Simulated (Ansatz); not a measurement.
A generator proposed this cell of AlGa₂N₂.

```
Al Ga N
1.0
     3.40764    0.00000    0.00000
     0.00000    3.40764    0.00000
     0.00000    0.00000    6.78097
Al Ga N
1 2 2
Direct
  0.50000 0.50000 0.00000
  0.50000 0.50000 0.70834
  0.50000 0.50000 0.29166
  0.00000 0.50000 0.50000
  0.50000 0.00000 0.50000
```

Level of theory: DFT PBE, scalar-relativistic, plane waves, PAW (Ansatz). Plane waves to 420 eV, a k mesh through Γ of 6×6×4 on the computed 5-atom cell and Gaussian smearing (0.10 eV); no spin polarisation.

Formation energies are uncorrected and refer to the elements' standard structures at the same level (N₂ as a molecule).

Problem. Estimate its pressure, forces and energy as it stands.

Solution. The pressure is 11.8 GPa (the mean over three directions, positive in compression), the largest force is 8.97 eV/Å, and the energy is +1.60 eV/atom against the elements. The shortest distance is 1.98 Å.

Problem. Is it a good guess?

Solution. A rough one: relaxing gains about 0.61 eV/atom (the start's value is from the coarse mesh, so the gain is rough) in 12 ionic steps and ends at +0.99 eV/atom on the finer mesh. The symmetry stays P4/mmm (No. 123). The volume per atom grows by 5.6 %, from 15.7 to 16.6 Å³. The shortest distance goes from 1.98 Å (Al–Ga) to 2.11 Å (Ga–N). The ratio c/a of the conventional cell changes by a factor of 1.14. Conventional cell: a = 3.325 Å, c = 7.527 Å. Al is surrounded by 2 Ga at 2.47 Å; Ga has 4 N at 2.11 Å, 1 Al at 2.47 Å and 1 Ga at 2.59 Å; N has 4 Ga at 2.11 Å and 4 N at 2.35 Å.

The last run used a 12×12×6 mesh (in the run's order of axes) for its 5-atom cell and Gaussian smearing of 0.10 eV. An odd number of electrons in the primitive cell allows no gap without spin; a larger cell or a magnetic state could open one. The relaxation can't lower the symmetry of the start, and the grade says only how near the guess is to its own end. Symmetry constrained the relaxation, so the result can be a saddle point. Another cell of AlGa2N2 relaxed alike, in R-3m, lies 0.96 eV/atom lower, so this cell isn't the stable form at this level.
